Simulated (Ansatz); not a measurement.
A structure of Ca$_{2}$SiS$_{4}$ relaxed with r2SCAN (plane waves to 500 eV, PAW, scalar-relativistic; Ansatz, a first-principles code); single points at other levels follow on the same geometry (Ansatz, PAW; HSE06 at 420 eV on a 2×3×4 k-mesh; no spin-orbit coupling). Space group Pnma (No. 62).

```
Ca2SiS4
1.0
   13.58108     0.00000     0.00000
    0.00000     8.18990     0.00000
    0.00000     0.00000     6.21939
Ca Si S
8 4 16
Direct
  0.00000   0.00000   0.00000
  0.50000   0.00000   0.50000
  0.00000   0.50000   0.00000
  0.50000   0.50000   0.50000
  0.27307   0.25000   0.98287
  0.22693   0.75000   0.48287
  0.72693   0.75000   0.01713
  0.77307   0.25000   0.51713
  0.09335   0.25000   0.40555
  0.40665   0.75000   0.90555
  0.90665   0.75000   0.59445
  0.59335   0.25000   0.09445
  0.09264   0.25000   0.74537
  0.40736   0.75000   0.24537
  0.90736   0.75000   0.25463
  0.59264   0.25000   0.75463
  0.44682   0.25000   0.22243
  0.05318   0.75000   0.72243
  0.55318   0.75000   0.77757
  0.94682   0.25000   0.27757
  0.16708   0.04382   0.26876
  0.33292   0.95618   0.76876
  0.83292   0.54382   0.73124
  0.66708   0.45618   0.23124
  0.83292   0.95618   0.73124
  0.66708   0.04382   0.23124
  0.16708   0.45618   0.26876
  0.33292   0.54382   0.76876
```

| level | gap (eV) | kind | conduction minimum |
|---|---|---|---|
| r2SCAN | 3.56 | direct | Z |
| HSE06 | (withheld) | – | (withheld) |

### Question
Fill in the missing entries.

### Answer

- HSE06, gap (eV): 4.28
- HSE06, conduction minimum: k = (0, 0, -0.5)

HSE06 gaps come from a coarse mesh plus a few chosen points, so they may be too large. For this cell size the semilocal gaps come from the SCF mesh and high-symmetry points. No spin polarisation in the result.

The run could not lose the symmetry of its start.

The first start was generated by placing the elements on the sites of a structure type. Materials Project lists a structure of Ca2SiS4 in the same space group, Pnma (No. 62); the sites were not compared with it, nor with measured phases.
